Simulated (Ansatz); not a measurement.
Run on KZn (NaTl type): DFT, PBEsol, all-electron LAPW, scalar-relativistic (Ansatz 0.2.0).

The cell comes from a relaxation on PAW files under the same functional, begun from a prototype that needn't be the stable phase.

Command: `ansatz run input.yaml --threads 1 --pin off --max-ram 3072MiB --backend cpu --events-out ev --progress --plain --runs-dir out` It took 15 s on 1 thread of Intel(R) Xeon(R) 6975P-C (Granite Rapids) (shared host), peak memory 0.38 GiB.

```yaml
crystal:
  lattice:
    - [0.0, 3.8888498545, 3.8888498545]
    - [3.8888498545, 0.0, 3.8888498545]
    - [3.8888498545, 3.8888498545, 0.0]
  atoms:
    - { symbol: K, position: [0.125, 0.125, 0.125] }
    - { symbol: K, position: [-0.125, -0.125, -0.125] }
    - { symbol: Zn, position: [0.375, 0.375, 0.375] }
    - { symbol: Zn, position: [-0.375, -0.375, -0.375] }
kpoints:
  mp_grid: { grid: [7, 7, 7] }
  band_path:
    path:
      - [0.0, 0.0, 0.0]
      - [0.5, 0.0, 0.5]
      - [0.625, 0.25, 0.625]
      - [0.375, 0.375, 0.75]
      - [0.0, 0.0, 0.0]
      - [0.5, 0.5, 0.5]
      - [0.5, 0.25, 0.75]
      - [0.5, 0.0, 0.5]
    npoints: 14
scf:
  occupations: { method: fermi_dirac, width: 0.05 }
hamiltonian:
  xc: pbesol
  pseudopotentials: { kind: all_electron, lapw: { basis_error: 0.0005 } }
output:
  forces: true
  stress: true
  eigenvalues: true
  populations: true
  dos: { projected: true, de: 0.2, e_range: [-14, 8] }
```

Output:

```
K: projections on atomic orbitals take those of the free atom 1s2 2s2 2p6 3s2 3p6 4s1, of charge +0.00 (hamiltonian.pseudopotentials.projection_atoms)
Zn: projections on atomic orbitals take those of the free atom 1s2 2s2 2p6 3s2 3p6 3d10 4s2, of charge +0.00 (hamiltonian.pseudopotentials.projection_atoms)
LAPW: plane waves up to 6.510 Å⁻¹, error target 5.0e-4 eV per atom; small_component_spin mean_spin; K in spheres of 1.684 Å, 9 of its electrons in bands, Dirac shells []; Zn in spheres of 1.684 Å, 20 of its electrons in bands, Dirac shells [] (how accurate: hamiltonian.pseudopotentials.lapw.basis_error, Limitations)
Engine: ansatz 0.2.0
Pseudopotentials: kind: all_electron
Pseudopotential: K, LAPW, valence charge 9, lapw/all_electron/scalar/gaussian/K, Koelling and Harmon's equation, gaussian nucleus
Pseudopotential: Zn, LAPW, valence charge 20, lapw/all_electron/scalar/gaussian/Zn, Koelling and Harmon's equation, gaussian nucleus
Functional definition: PBEsol
  exchange = pbesol_x
  correlation = pbesol_c
Crystal: 4 atoms, lattice volume = 117.623 Å³
Basis set: ecut = 161.45006077417338 eV, 537 PW (Γ), exchange–correlation at level 2
Bands: 35, of which v1, the nominal top of the filled ones, is band 29 counted from 1 (28 counted from 0)
Symmetry: 48 space group operations
Space group: Fd-3m (ITA 227), of the structure as read, at distance tolerance 4.9e-5 Å
k-points: 20 of 343
Non-local potential: K, projectors of the file, none
Non-local potential: Zn, projectors of the file, none
Initial density: superposition of atomic densities (chi_scale 0.1, normalization cell, long waves kept (reshape's long-wave potential 0.00 eV rms))
Initial wavefunctions: plane waves of lowest kinetic energy (no species holds an atomic orbital)
Functional: x = pbesol(κ = 0.804, μ = 0.12345679012345678), c = pbesol(β = 0.046)
iter 1 solved again at ethr=9.76e-5 eV; its pass at ethr=1.00e-1 eV (dr2=5.66e-2 eV) is discarded
SCF iter   1: F=—  HF=-130394.427955 eV  |F-HF|=—  |Δ(HF+E_count)|=         —  Δρ=5.42e-3  dr2=5.66e-2  ethr=9.76e-5  ⟨swp⟩=3.0  Hψ=4796  notcnv=0
preconditioner: auto → Kerker (q_TF=auto, 2.425 Å⁻¹)  [metal: Δε(μ)=0.074 eV  Ē_g=10.917 eV  σ=0.050 eV  W_gap=0.34  n_scr=26 (ndim 8)  ℏωp=21.1 eV  f_vac=0.000  D(μ)=2.73/eV (n_scr^D=14)]
SCF iter   2: F=—  HF=-130394.382159 eV  |F-HF|=—  |Δ(HF+E_count)|=   4.58e-2  Δρ=3.94e-3  dr2=6.34e-2  ethr=9.76e-5  ⟨swp⟩=3.0  Hψ=2503  notcnv=0
preconditioner: auto → Resta (q_TF=auto, 2.425 Å⁻¹)  ε∞=4.3  [insulator: Δε(μ)=0.218 eV  Ē_g=11.567 eV  σ=0.050 eV  W_gap=0.58  n_scr=26 (ndim 8)  ℏωp=21.1 eV  f_vac=0.000  D(μ)=2.74/eV (n_scr^D=14)  ε∞_Penn≈4.3]
SCF iter   3: F=—  HF=-130394.305176 eV  |F-HF|=—  |Δ(HF+E_count)|=   7.70e-2  Δρ=3.21e-3  dr2=3.48e-2  ethr=9.76e-5  ⟨swp⟩=2.0  Hψ=2300  notcnv=0
SCF iter   4: F=—  HF=-130394.299681 eV  |F-HF|=—  |Δ(HF+E_count)|=   5.50e-3  Δρ=1.44e-3  dr2=8.82e-3  ethr=5.99e-5  ⟨swp⟩=2.0  Hψ=2291  notcnv=0
iter 5 solved again at ethr=2.30e-7 eV; its pass at ethr=1.52e-5 eV (dr2=1.33e-4 eV) is discarded
SCF iter   5: F=—  HF=-130394.298294 eV  |F-HF|=—  |Δ(HF+E_count)|=         —  Δρ=1.98e-4  dr2=1.33e-4  ethr=2.30e-7  ⟨swp⟩=2.1  Hψ=3770  notcnv=0
the basis was enlarged: its passes take 57.8 KiB over the memory plan, 1 of 1 planned eigensolver slots
SCF iter   6: F=—  HF=-130394.298281 eV  |F-HF|=—  |Δ(HF+E_count)|=   1.32e-5  Δρ=6.26e-5  dr2=9.67e-6  ethr=2.29e-7  ⟨swp⟩=2.2  Hψ=2278  notcnv=0
SCF iter   7: F=—  HF=-130394.298259 eV  |F-HF|=—  |Δ(HF+E_count)|=   2.22e-5  Δρ=3.25e-5  dr2=1.60e-6  ethr=1.67e-8  ⟨swp⟩=2.9  Hψ=2302  notcnv=0
SCF iter   8: F=-130394.298259 eV  HF=-130394.298259 eV  |F-HF|=6.60e-8  |Δ(HF+E_count)|=   5.28e-7  Δρ=3.08e-6  dr2=2.00e-8  ethr=2.76e-9  ⟨swp⟩=2.0  Hψ=2273  notcnv=0
SCF 1 converged in 8 iterations: F = -130394.298259 eV  dr2 = 2.00e-8
NSCF: frozen V_eff on 99 k-points
SCF converged after 8 iterations
Free energy (F): -130394.298259 eV
Harris-Foulkes:  -130394.298259 eV  (|F-HF|=6.60e-8)
Internal energy: -130394.275163 eV  (E = F + TS)
E sigma→0 (E₀):  -130394.286711 eV
Entropy (-TS):   -0.023096 eV (-5.774 meV/atom)
Fermi energy:    6.588141 eV
--- Per-component energies (eV) ---
  E_band       = -1544.344704
  E_kinetic    = 132401.993073
  E_xc         = -5595.374584
  E_electrostatic = -257200.893652  (all electrons and nuclei)
  E_smearing   = -0.023096  (= −TS)
  E_closure    = 0.000000  (closes the sum)
  E_atoms      = -130390.194268  (free atoms, spherical and without spin; not in F)
  Σ components = -130394.298259   (vs F -130394.298259, Δ=0.00e0)
  Basis errors (estimates in eV, not in F): energy 9.0e-5 per atom: plane waves 7.5e-5 (3.9e-5 summed), levels above the bands 1.6e-28, relativity 5.5e-9, radial functions 1.4e-5, core shells 1.1e-7; eigenvalues (radial functions only) 6.4e-7; not estimated: angular momenta, meshes, grids; target (lapw.basis_error) 5.0e-4; muffin-tin radii K 1.684 Å, Zn 1.684 Å
--- Forces (eV/Å), atoms counted from 1 ---
  atom   1  K      0.00000000     0.00000000    -0.00000000
  atom   2  K      0.00000000     0.00000000     0.00000000
  atom   3  Zn    -0.00000000    -0.00000000     0.00000000
  atom   4  Zn     0.00000000     0.00000000     0.00000000
  max |Σ_I F_I| component: 2.08e-17 eV/Å
--- Stress (GPa, compression-positive) ---
        0.008502      -0.000000       0.000000
       -0.000000       0.008502       0.000000
        0.000000       0.000000       0.008502
  P = ⅓ Tr σ = 0.0085 GPa (0.085 kbar)
--- Band table (eV; the first three rows and the last of 20) ---
  k-point 0: bands = ["-119.1791", "-119.1791", "-73.5022", "-73.5022", "-73.5022", "-73.5018", "-73.5018", "-73.5018", "-24.9324", "-24.7787", "-8.6207", "-8.6207", "-8.6207", "-8.2931", "-8.2931", "-8.2931", "-0.5059", "-0.5059", "-0.4887", "-0.4887", "-0.4887", "-0.3835", "-0.3835", "-0.3835", "-0.3610", "-0.3610", "0.8549", "6.4587", "7.7023", "7.7023", "7.7023", "8.5804", "8.5804", "8.5804", "9.5183"]
  k-point 1: bands = ["-119.1791", "-119.1791", "-73.5022", "-73.5022", "-73.5022", "-73.5019", "-73.5018", "-73.5018", "-24.9268", "-24.7844", "-8.6312", "-8.6312", "-8.6265", "-8.2935", "-8.2827", "-8.2827", "-0.5047", "-0.5047", "-0.4917", "-0.4860", "-0.4860", "-0.3869", "-0.3869", "-0.3853", "-0.3585", "-0.3585", "1.0134", "5.7188", "7.4187", "7.4187", "7.6891", "8.7848", "8.7848", "9.1218", "9.8311"]
  k-point 2: bands = ["-119.1791", "-119.1791", "-73.5022", "-73.5022", "-73.5022", "-73.5019", "-73.5018", "-73.5018", "-24.9121", "-24.7991", "-8.6528", "-8.6528", "-8.6422", "-8.2910", "-8.2613", "-8.2613", "-0.5043", "-0.5043", "-0.4965", "-0.4780", "-0.4780", "-0.3922", "-0.3907", "-0.3907", "-0.3563", "-0.3563", "1.4548", "4.5980", "7.0278", "7.0278", "7.3692", "9.1193", "9.1193", "10.4033", "10.4033"]
  k-point 19: bands = ["-119.1791", "-119.1791", "-73.5023", "-73.5023", "-73.5021", "-73.5020", "-73.5018", "-73.5018", "-24.8663", "-24.8450", "-8.7365", "-8.7135", "-8.5054", "-8.4262", "-8.2065", "-8.1929", "-0.5242", "-0.5171", "-0.4781", "-0.4559", "-0.4438", "-0.4284", "-0.4255", "-0.4028", "-0.3436", "-0.3398", "2.7096", "3.1695", "5.7460", "6.3507", "8.6985", "9.4527", "9.7272", "9.8037", "10.9040"]
--- Löwdin populations: 4 sites ---
  site symbol       q [e]
     0      K     18.8570
     1      K     18.8570
     2     Zn     29.6739
     3     Zn     29.6739
  spilling = 0.009572 (of n_electrons = 98.000000)
```

populations.tsv:

```
# site	symbol	l	j	q
# orbitals = lowdin
# n_electrons = 98.000000
# spilling = 0.009572
# projection_atom_K: 1s2 2s2 2p6 3s2 3p6 4s1
# projection_atom_Zn: 1s2 2s2 2p6 3s2 3p6 3d10 4s2
0	K	0_1S	-	1.999981
0	K	0_2S	-	1.998862
0	K	0_3S	-	1.968869
0	K	0_4S	-	0.898888
0	K	1_2P	-	5.999985
0	K	1_3P	-	5.990458
1	K	0_1S	-	1.999981
1	K	0_2S	-	1.998862
1	K	0_3S	-	1.968869
1	K	0_4S	-	0.898888
1	K	1_2P	-	5.999985
1	K	1_3P	-	5.990458
2	Zn	0_1S	-	1.999997
2	Zn	0_2S	-	1.999857
2	Zn	0_3S	-	1.996772
2	Zn	0_4S	-	1.684584
2	Zn	1_2P	-	5.999998
2	Zn	1_3P	-	5.999759
2	Zn	2_3D	-	9.992946
3	Zn	0_1S	-	1.999997
3	Zn	0_2S	-	1.999857
3	Zn	0_3S	-	1.996772
3	Zn	0_4S	-	1.684584
3	Zn	1_2P	-	5.999998
3	Zn	1_3P	-	5.999759
3	Zn	2_3D	-	9.992946
```

Next run (volume at 0.8 of the series' base cell), as changes to the input before:

```diff
   lattice:
-    - [0.0, 3.8888498545, 3.8888498545]
-    - [3.8888498545, 0.0, 3.8888498545]
-    - [3.8888498545, 3.8888498545, 0.0]
+    - [0.0, 3.6100884121, 3.6100884121]
+    - [3.6100884121, 0.0, 3.6100884121]
+    - [3.6100884121, 3.6100884121, 0.0]
   atoms:
-    npoints: 14
+    npoints: 8
 scf:
   populations: true
-  dos: { projected: true, de: 0.2, e_range: [-14, 8] }
```

Command: `ansatz run input.yaml --threads 1 --pin off --max-ram 3072MiB --backend cpu --events-out ev --progress --plain --runs-dir out` It took 16 s on 1 thread of Intel(R) Xeon(R) 6975P-C (Granite Rapids), with other jobs on the host, peak memory 0.42 GiB.

Results part of the output:

```
SCF 1 converged in 10 iterations: F = -130394.033817 eV  dr2 = 1.24e-8
NSCF: frozen V_eff on 57 k-points
SCF converged after 10 iterations
Free energy (F): -130394.033817 eV
Harris-Foulkes:  -130394.033817 eV  (|F-HF|=4.21e-9)
Internal energy: -130394.004687 eV  (E = F + TS)
E sigma→0 (E₀):  -130394.019252 eV
Entropy (-TS):   -0.029130 eV (-7.282 meV/atom)
Fermi energy:    8.704313 eV
--- Per-component energies (eV) ---
  E_band       = -4622.583155
  E_kinetic    = 132409.159388
  E_xc         = -5598.364138
  E_electrostatic = -257204.799937  (all electrons and nuclei)
  E_smearing   = -0.029130  (= −TS)
  E_closure    = 0.000000  (closes the sum)
  E_atoms      = -130390.194268  (free atoms, spherical and without spin; not in F)
  Σ components = -130394.033817   (vs F -130394.033817, Δ=0.00e0)
  Basis errors (estimates in eV, not in F): energy 9.1e-5 per atom: plane waves 6.8e-5 (3.6e-5 summed), levels above the bands 3.3e-48, relativity 6.2e-9, radial functions 2.2e-5, core shells 4.2e-8; eigenvalues (radial functions only) 4.4e-7; not estimated: angular momenta, meshes, grids; target (lapw.basis_error) 5.0e-4; muffin-tin radii K 1.563 Å, Zn 1.563 Å
--- Forces (eV/Å), atoms counted from 1 ---
  atom   1  K      0.00000000     0.00000000     0.00000000
  atom   2  K      0.00000000     0.00000000    -0.00000000
  atom   3  Zn     0.00000000    -0.00000000     0.00000000
  atom   4  Zn    -0.00000000    -0.00000000     0.00000000
  max |Σ_I F_I| component: 7.59e-18 eV/Å
--- Stress (GPa, compression-positive) ---
        4.464768       0.000000      -0.000000
        0.000000       4.464768       0.000000
       -0.000000       0.000000       4.464768
  P = ⅓ Tr σ = 4.4648 GPa (44.648 kbar)
--- Band table (eV; the first three rows and the last of 20) ---
  k-point 0: bands = ["-266.9033", "-266.9033", "-266.9033", "-266.9033", "-266.9033", "-266.9033", "-117.0848", "-117.0847", "-71.4043", "-71.4043", "-71.4043", "-71.4031", "-71.4031", "-71.4031", "-22.6662", "-22.3392", "-6.4268", "-6.4268", "-6.4268", "-5.8848", "-5.8848", "-5.8848", "1.5245", "1.5245", "1.5692", "1.5692", "1.5692", "1.7368", "1.7368", "1.7368", "1.7746", "1.7746", "2.4221", "9.6513", "9.8615", "9.8615", "9.8615", "11.0782", "11.0782", "11.0782", "11.6860", "11.6860"]
  k-point 1: bands = ["-266.9033", "-266.9033", "-266.9033", "-266.9033", "-266.9033", "-266.9033", "-117.0848", "-117.0847", "-71.4043", "-71.4043", "-71.4042", "-71.4031", "-71.4030", "-71.4030", "-22.6543", "-22.3513", "-6.4471", "-6.4471", "-6.4429", "-5.8830", "-5.8642", "-5.8642", "1.5338", "1.5338", "1.5618", "1.5681", "1.5681", "1.7312", "1.7312", "1.7314", "1.7782", "1.7782", "2.6308", "8.2747", "9.5253", "9.5253", "10.4047", "11.2462", "11.2462", "11.7657", "12.1479", "12.1479"]
  k-point 2: bands = ["-266.9033", "-266.9033", "-266.9033", "-266.9033", "-266.9033", "-266.9033", "-117.0848", "-117.0847", "-71.4043", "-71.4043", "-71.4042", "-71.4032", "-71.4030", "-71.4030", "-22.6232", "-22.3828", "-6.4882", "-6.4882", "-6.4862", "-5.8692", "-5.8226", "-5.8226", "1.5437", "1.5437", "1.5490", "1.5767", "1.5767", "1.7150", "1.7246", "1.7246", "1.7805", "1.7805", "3.2014", "6.8599", "9.0616", "9.0616", "10.1544", "11.5625", "11.5625", "12.9769", "12.9769", "13.3600"]
  k-point 19: bands = ["-266.9033", "-266.9033", "-266.9033", "-266.9033", "-266.9033", "-266.9033", "-117.0848", "-117.0847", "-71.4044", "-71.4044", "-71.4038", "-71.4036", "-71.4029", "-71.4029", "-22.5260", "-22.4808", "-6.6528", "-6.6049", "-6.2429", "-6.1024", "-5.7165", "-5.6917", "1.5092", "1.5212", "1.5741", "1.6067", "1.6322", "1.6587", "1.6654", "1.7023", "1.8013", "1.8070", "4.6937", "5.1973", "7.9528", "8.5471", "11.3386", "11.9184", "12.5471", "12.5792", "13.4944", "13.7424"]
--- Löwdin populations: 4 sites ---
  site symbol       q [e]
     0      K     18.8382
     1      K     18.8382
     2     Zn     29.6195
     3     Zn     29.6195
  spilling = 0.011068 (of n_electrons = 98.000000)
```

Next run (volume at 0.6 of the series' base cell), as changes to the input before:

```diff
   lattice:
-    - [0.0, 3.6100884121, 3.6100884121]
-    - [3.6100884121, 0.0, 3.6100884121]
-    - [3.6100884121, 3.6100884121, 0.0]
+    - [0.0, 3.2799829978, 3.2799829978]
+    - [3.2799829978, 0.0, 3.2799829978]
+    - [3.2799829978, 3.2799829978, 0.0]
   atoms:
```

Command: `ansatz run input.yaml --threads 1 --pin off --max-ram 3072MiB --backend cpu --events-out ev --progress --plain --runs-dir out` It took 15 s on 1 thread of Intel(R) Xeon(R) 6975P-C (Granite Rapids), on a shared host, peak memory 0.43 GiB.

Results part of the output:

```
SCF 1 converged in 9 iterations: F = -130392.534386 eV  dr2 = 8.49e-8
NSCF: frozen V_eff on 57 k-points
SCF converged after 9 iterations
Free energy (F): -130392.534386 eV
Harris-Foulkes:  -130392.534386 eV  (|F-HF|=2.10e-9)
Internal energy: -130392.494978 eV  (E = F + TS)
E sigma→0 (E₀):  -130392.514682 eV
Entropy (-TS):   -0.039409 eV (-9.852 meV/atom)
Fermi energy:    12.220079 eV
--- Per-component energies (eV) ---
  E_band       = -4376.223035
  E_kinetic    = 132424.009505
  E_xc         = -5603.711836
  E_electrostatic = -257212.792647  (all electrons and nuclei)
  E_smearing   = -0.039409  (= −TS)
  E_closure    = 0.000000  (closes the sum)
  E_atoms      = -130390.194268  (free atoms, spherical and without spin; not in F)
  Σ components = -130392.534386   (vs F -130392.534386, Δ=0.00e0)
  Basis errors (estimates in eV, not in F): energy 9.1e-5 per atom: plane waves 7.0e-5 (3.6e-5 summed), levels above the bands 4.8e-54, relativity 4.1e-9, radial functions 2.0e-5, core shells 6.3e-7; eigenvalues (radial functions only) 4.5e-7; not estimated: angular momenta, meshes, grids; target (lapw.basis_error) 5.0e-4; muffin-tin radii K 1.420 Å, Zn 1.420 Å
--- Forces (eV/Å), atoms counted from 1 ---
  atom   1  K     -0.00000000    -0.00000000     0.00000000
  atom   2  K      0.00000000     0.00000000    -0.00000000
  atom   3  Zn     0.00000000     0.00000000     0.00000000
  atom   4  Zn     0.00000000     0.00000000     0.00000000
  max |Σ_I F_I| component: 1.50e-17 eV/Å
--- Stress (GPa, compression-positive) ---
       18.744441      -0.000000      -0.000000
       -0.000000      18.744441      -0.000000
       -0.000000      -0.000000      18.744441
  P = ⅓ Tr σ = 18.7444 GPa (187.444 kbar)
--- Band table (eV; the first three rows and the last of 20) ---
  k-point 0: bands = ["-263.0297", "-263.0297", "-263.0297", "-263.0297", "-263.0297", "-263.0297", "-113.7195", "-113.7185", "-68.0356", "-68.0356", "-68.0356", "-68.0308", "-68.0308", "-68.0308", "-19.1669", "-18.3690", "-3.0088", "-3.0088", "-3.0088", "-2.0561", "-2.0561", "-2.0561", "4.7265", "4.7265", "4.8567", "4.8567", "4.8567", "5.1619", "5.1619", "5.1619", "5.2144", "5.2144", "5.2273", "13.4112", "13.4112", "13.4112", "14.9878", "15.2048", "15.2048", "15.2967", "15.2967", "15.2967"]
  k-point 1: bands = ["-263.0297", "-263.0297", "-263.0297", "-263.0297", "-263.0297", "-263.0297", "-113.7194", "-113.7186", "-68.0356", "-68.0356", "-68.0355", "-68.0309", "-68.0308", "-68.0308", "-19.1383", "-18.3993", "-3.0560", "-3.0532", "-3.0532", "-2.0442", "-2.0087", "-2.0087", "4.7573", "4.7573", "4.8367", "4.8464", "4.8464", "5.1369", "5.1478", "5.1478", "5.2221", "5.2221", "5.5437", "12.2315", "12.9717", "12.9717", "14.8872", "15.3742", "15.3742", "15.9075", "15.9075", "16.4414"]
  k-point 2: bands = ["-263.0297", "-263.0297", "-263.0297", "-263.0297", "-263.0297", "-263.0297", "-113.7193", "-113.7186", "-68.0358", "-68.0358", "-68.0352", "-68.0312", "-68.0306", "-68.0306", "-19.0635", "-18.4779", "-3.1805", "-3.1402", "-3.1402", "-1.9826", "-1.9147", "-1.9147", "4.7984", "4.8134", "4.8134", "4.8401", "4.8401", "5.0957", "5.1288", "5.1288", "5.2238", "5.2238", "6.3469", "10.6017", "12.4111", "12.4111", "14.6324", "15.5416", "15.5416", "17.1303", "17.1303", "18.2416"]
  k-point 19: bands = ["-263.0297", "-263.0297", "-263.0297", "-263.0297", "-263.0297", "-263.0297", "-113.7191", "-113.7189", "-68.0362", "-68.0361", "-68.0336", "-68.0328", "-68.0303", "-68.0302", "-18.8288", "-18.7190", "-3.5014", "-3.3886", "-2.6923", "-2.4161", "-1.6786", "-1.6275", "4.7409", "4.7628", "4.8318", "4.8832", "4.9435", "4.9937", "5.0135", "5.0797", "5.2631", "5.2707", "8.1074", "8.6362", "11.7688", "12.2123", "15.6481", "15.8989", "17.0413", "17.1114", "17.8200", "17.8312"]
--- Löwdin populations: 4 sites ---
  site symbol       q [e]
     0      K     18.7203
     1      K     18.7203
     2     Zn     29.5603
     3     Zn     29.5603
  spilling = 0.014683 (of n_electrons = 98.000000)
```
